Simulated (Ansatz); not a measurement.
Consider the following.

ScGe:
Space group Cmcm (No. 63); a = 3.939 Å, b = 9.890 Å, c = 3.693 Å, α = β = γ = 90.00°

```csv
atom,site,symmetry,x,y,z
Sc,4c,m2m,0.0000,0.1363,0.7500
Ge,4c,m2m,0.0000,0.5899,0.2500
```
(The calculation used a cell of 4 atoms; values per cell refer to that cell.)

This is the LDA-relaxed structure.

Task: All from LDA (plane waves, PAW; program Ansatz), unless another level is named. Predict the electronic character.

Result: metallic (no gap).

Task: Predict the density of states at the Fermi level.

Result: 0.50 states/eV per atom (mean over ±0.08 eV).

Task: Predict the formation energy from the elements (no fitted shifts).

Result: -0.94 eV/atom.

The first step of the workflow began from a Materials Project structure, measured or hypothetical; the Crystallography Open Database copy checked does not list it. Whether it is the stable phase at ambient conditions was not checked. The LDA relaxation kept the symmetry of its start; of distortions, only those at the zone centre were tested. The run is not spin-polarised. The references are the lowest solids computed at this level, not always the standard phases. Spin–orbit coupling is left out wherever it is not named.

Potentials: the later of the program's two PAW sets.
